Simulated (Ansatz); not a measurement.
The start is a relaxed Au cell displaced along its unstable phonon at q = (½, ½, 0) of its primitive reciprocal cell (52i cm⁻¹), largest move 0.15 Å. A full variable-cell relaxation at zero pressure is run with PBEsol (plane waves to 420 eV, PAW, scalar-relativistic; Ansatz, a first-principles code). The first steps use a coarse 12×12×12 k-mesh.

Input geometry:
```
Au
1.0
    5.39079     0.00000     0.00000
    2.69540     2.69540     0.00000
    0.00000     0.00000     2.69540
Au
2
Direct
  0.00000   0.00000   0.05565
  0.50000   0.00000   0.94435
```

### Question
Which atoms feel the largest initial force, and how large is it?

### Answer
0.21 eV/Å, on Au1, Au2 (atoms numbered as listed).

### Question
How much energy is released per atom?

### Answer
0.24 eV/atom.

### Question
How does the volume per atom move from start to end?

### Answer
-12.4 %, from 19.58 to 17.16 Å³/atom.

### Question
How do the shortest distances between atoms change?

### Answer
The closest pairs of elements (up to four, under 3.6 Å), start → end: Au–Au 2.70 → 2.83 Å.

### Question
Write out the relaxed structure.

### Answer

Space group I4/mmm (No. 139); a = 3.454 Å, b = 3.454 Å, c = 2.877 Å, α = 90.00°, β = 90.00°, γ = 90.00°

```csv
atom,site,symmetry,x,y,z
Au,2b,4/mmm,0.0000,0.0000,0.5000
```
(The calculation used a cell of 1 atom; values per cell refer to that cell.)

Final values are on a 21×21×21 k-mesh of the relaxed cell. No spin polarisation in the result.

The run could not lose the symmetry of its start, so the end can be a saddle point.

The relaxed structure here is a generated cell of Au: the first start was made by placing the elements on the sites of a structure type, and the end was not matched to a known phase here, so it may be hypothetical. Known forms of Au include space group No. 225.
